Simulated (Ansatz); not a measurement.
# Chalcopyrite alloy of ZnSiP2 and MgSiP2 (1 of 16 Zn sites exchanged), 64 atoms

Ansatz, PAW, plane waves. PBEsol relaxation of cell lengths and atoms (angles held) at the single k point (¼, ¼, ¼) without its symmetry partners; single points on the relaxed atoms at the Γ point alone, onto which points of the small cell's zone fold. Arrangement: quasirandom. No spin–orbit coupling unless named.

Relaxed structure:

```
Zn Mg Si P
1.0
    10.74122   -0.00005   -0.00001
    -0.00005   10.74401   -0.00001
    -0.00001   -0.00001   10.44420
Zn Mg Si P
15 1 16 32
Cartesian
  10.7374 0.0036 0.0009
  10.7394 5.3774 10.4441
  5.3679 0.0055 0.0028
  0.0067 2.6819 2.6157
  0.0061 8.0586 2.6167
  5.3892 2.6790 2.6173
  5.3641 8.0625 2.6200
  2.6878 10.7435 7.8298
  2.6832 5.3599 7.8291
  8.0617 10.7408 7.8318
  8.0688 5.3815 7.8281
  2.6880 2.6914 5.2199
  2.6846 8.0593 5.2263
  8.0523 2.6936 5.2241
  8.0499 8.0619 5.2212
  5.3635 5.3714 10.4406
  0.0064 0.0059 5.2145
  0.0068 5.3777 5.2304
  5.3772 0.0062 5.1997
  5.3782 5.3785 5.2160
  2.6899 0.0075 2.6067
  2.6638 5.3758 2.6195
  8.0617 0.0082 2.6063
  8.0895 5.3830 2.6198
  2.6653 2.6636 10.4414
  2.6659 8.0928 10.4328
  8.0924 2.6649 10.4316
  8.0896 8.0893 0.0006
  0.0072 2.6919 7.8226
  0.0048 8.0664 7.8243
  5.3799 2.6665 7.8092
  5.3731 8.0949 7.8114
  1.4066 1.3249 1.3020
  1.4208 6.7220 1.2945
  6.8017 1.3447 1.2947
  6.8748 6.7819 1.3590
  1.2669 1.3429 6.5184
  1.2675 6.7105 6.5294
  6.6364 1.3251 6.5087
  6.6294 6.7173 6.5294
  3.8710 3.9612 1.3636
  3.9460 9.4008 1.3024
  9.3283 4.0212 1.3011
  9.3398 9.4171 1.3097
  4.0289 1.2698 3.9093
  4.0196 6.6316 3.9122
  9.3933 1.2675 3.9168
  9.4093 6.6390 3.9298
  1.3324 4.1128 3.9258
  1.3487 9.4831 3.9141
  6.7211 4.1186 3.9068
  6.7142 9.4823 3.9044
  1.3374 3.9467 9.1379
  1.3200 9.3439 9.1312
  6.7761 3.8746 9.0768
  6.7147 9.3296 9.1399
  4.1169 4.0279 6.5223
  4.1100 9.4193 6.5041
  9.4789 4.0338 6.5226
  9.4800 9.4017 6.5152
  4.0278 1.4205 9.1327
  3.9679 6.8799 9.0716
  9.4230 1.4057 9.1248
  9.4033 6.8034 9.1332
```

Q: What are the mean bond lengths by pair (pairs within 1.2 times the sum of covalent radii, less contacts 15 % beyond the pair's median; cation–cation pairs of compounds aside; long ionic contacts are cut short by that bound)?

A: Mg–P 2.470 ± 0.003 Å (standard deviation, 4 bonds); P–Si 2.255 ± 0.007 Å (standard deviation, 64 bonds); P–Zn 2.349 ± 0.005 Å (standard deviation, 60 bonds).

Q: What gap lies between the top filled and the lowest empty level in the single points?

A: HSE06 1.97 eV (57 s on NVIDIA H100).
